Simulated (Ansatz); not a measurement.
A trial cell of WC was relaxed with r2SCAN (plane waves to 500 eV, PAW, scalar-relativistic; Ansatz, an electronic-structure program).

Before: Pnma (No. 62), oP8; a = 5.390 Å, b = 3.270 Å, c = 6.071 Å, α = 90.00°, β = 90.00°, γ = 90.00°.

After relaxation:

Simulated powder pattern, Cu Kα, λ = 1.54184 Å (kinematic, ideal powder, no thermal factors, no anomalous dispersion; the 24 strongest lines at most, above 1 %, up to 2θ = 90°):

```json
[
 {"2θ (°)": "31.23", "I/Imax (%)": "44"},
 {"2θ (°)": "35.64", "I/Imax (%)": "100"},
 {"2θ (°)": "48.11", "I/Imax (%)": "98"},
 {"2θ (°)": "64.02", "I/Imax (%)": "22"},
 {"2θ (°)": "65.15", "I/Imax (%)": "6.9"},
 {"2θ (°)": "72.96", "I/Imax (%)": "26"},
 {"2θ (°)": "75.48", "I/Imax (%)": "12"},
 {"2θ (°)": "76.53", "I/Imax (%)": "24"},
 {"2θ (°)": "83.93", "I/Imax (%)": "20"}
]
```

Question: Identify the relaxed structure from its pattern: crystal system, space group and cell.

Answer: Hexagonal, P6₃/mmc (No. 194), hP4, NiAs type; a = b = 2.909 Å, c = 5.727 Å, α = β = 90.00°, γ = 120.00°. Sites: W 2a (0.000, 0.000, 0.000); C 2d (0.667, 0.333, 0.250).

Question: Index the strongest lines.

Answer: 31.23° (0002), 35.64° (1 0 -1 0), 48.11° (1 0 -1 2), 72.96° (1 1 -2 2), 76.53° (1 0 -1 4).

No spin polarisation in the result.

The run could not lose the symmetry of its start, so the end can be a saddle point.

The relaxed structure here is a generated cell of WC: the first start was made by placing the elements on the sites of a structure type, and the end was not matched to a known phase here, so it may be hypothetical. Known forms of WC include space group No. 187.
